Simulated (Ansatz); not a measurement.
GaSb (rock salt, space group No. 225) at seven volumes, the program Ansatz at the r²SCAN level (PAW), scaled uniformly. One row is withheld.

```json
[
 {"V (Å³/atom)": "21.496", "P (GPa)": "7.50"},
 {"V (Å³/atom)": "22.204", "P (GPa)": "4.56"},
 {"V (Å³/atom)": "22.913", "P (GPa)": "?"},
 {"V (Å³/atom)": "23.621", "P (GPa)": "0.00"},
 {"V (Å³/atom)": "24.330", "P (GPa)": "-1.75"},
 {"V (Å³/atom)": "25.039", "P (GPa)": "-3.18"},
 {"V (Å³/atom)": "25.747", "P (GPa)": "-4.41"}
]
```

**Question.** Fit the shown pressures and predict the withheld one.

**Answer.** P = (3/2)B₀(x^(7/2) − x^(5/2))[1 + (3/4)(B′ − 4)(x − 1)] with x = (V₀/V)^(2/3). Least squares on the six rows gives V₀ = 23.622 Å³/atom, B₀ = 63.2 GPa, B′ = 4.90. At V = 22.913, x = 1.0205 and P = 2.08 GPa. The run itself gave 2.08 GPa.

Space group Fm-3m (rock salt). The start of the workflow was typed in or built on a structure type; neither database checked (COD, Materials Project) lists it. It is not the phase usual at ambient conditions (space group No. 216). The cell was relaxed with r²SCAN under the symmetry of its start; its stability against distortions is not shown here. Spin–orbit coupling is left out wherever it is not named.

Potentials: the later of the program's two PAW sets.
